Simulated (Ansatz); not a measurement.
C:
```cif
data_C12
_chemical_formula_sum 'C12'
_space_group_name_H-M_alt 'R-3m :H'
_space_group_IT_number 166
_space_group_name_Hall '-R 3 2"'
_cell_length_a 2.45881
_cell_length_b 2.45881
_cell_length_c 23.44744
_cell_angle_alpha 90.000
_cell_angle_beta 90.000
_cell_angle_gamma 120.000
loop_
_atom_site_label
_atom_site_type_symbol
_atom_site_symmetry_multiplicity
_atom_site_Wyckoff_symbol
_atom_site_fract_x
_atom_site_fract_y
_atom_site_fract_z
_atom_site_occupancy
C1 C 6 c 0.00000 0.00000 0.07837 1
C2 C 6 c 0.00000 0.00000 0.25495 1
```
(The calculation used a cell of 4 atoms; values per cell refer to that cell.)

Relaxed at zero pressure with plane-wave PAW PBEsol (Ansatz code).

Question: The volume is lowered by 9 % and shape and atoms relax at that volume. What pressure results, and how do the axes share the change?

Answer: 0.9 GPa; a -0.1 %, b -0.1 %, c -8.8 %; the energy rises by 2 meV/atom.

Question: Give the new structure.

Answer: 
Space group R-3m, hexagonal axes (No. 166); a = 2.4567 Å, b = 2.4567 Å, c = 21.3732 Å, α = 90.00°, β = 90.00°, γ = 120.00°

```
atom  site  symmetry       x       y       z
----  ----  --------  ------  ------  ------
C       6c        3m  0.0000  0.0000  0.0802
C       6c        3m  0.0000  0.0000  0.2531
```

The phase is kept; no other phase was compared at this pressure.

The workflow started from a Materials Project entry (that database holds measured and hypothetical structures alike); the Crystallography Open Database files this formula in space group No. 166, but the cells were not matched. It is not the phase usual at ambient conditions (space group No. 194, 227). The cell was relaxed with PBEsol under the symmetry of its start; its stability against distortions is not shown here. A crystal of weakly bound layers computed without a dispersion correction: the cell and the soft elastic constants depend strongly on that.

Potentials: the later of the program's two PAW sets.
